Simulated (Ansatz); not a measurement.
An Ansatz (a program for electronic structure) input:

Ansatz 0.2 input:
```yaml
crystal:
  lattice:
    - [4.2142426363, 0.0, 0.0]
    - [-2.1071213182, 3.6496411808, 0.0]
    - [0.0, 0.0, 7.2710118735]
  atoms:
    - { symbol: Sr, position: [0.0, 0.0, 0.0] }
    - { symbol: Zn, position: [0.6666666667, 0.3333333333, 0.3714068114] }
    - { symbol: Zn, position: [0.3333333333, 0.6666666667, 0.6285931886] }
    - { symbol: As, position: [0.6666666667, 0.3333333333, 0.7278118758] }
    - { symbol: As, position: [0.3333333333, 0.6666666667, 0.2721881242] }
kpoints:
  mp_grid: { grid: [5, 5, 3] }
hamiltonian:
  xc: hse06
  pseudopotentials: { kind: paw }
scf:
  n_extra_bands: 6
  occupations: { method: fixed }
output:
  eigenvalues: true
  eigenstates:
    e_range: [-9.0, 9.1]
    kpoints:
      - [0.0, 0.0, 0.0]  # VBM
      - [0.0, 0.0, -0.09375]  # CBM
```

Task: How many symmetry operations and irreducible k-points will the run report?

Result: 12 operations, 12 of 75 k-points.

Task: With a cutoff of 420 eV, how many plane waves at Γ?

Result: 2143.

It took roughly 110 core-seconds on shared server cores.

The points marked VBM and CBM come from a semilocal run.

Space group P-3m1. The first step of the workflow began from a Materials Project structure, measured or hypothetical; the Crystallography Open Database copy checked does not list it. Its standing as an ambient phase is unchecked. Symmetry was held in the r²SCAN relaxation; its stability against distortions is not shown here.

Potentials: the later of the program's two PAW sets.

Ansatz is a plane-wave DFT program.
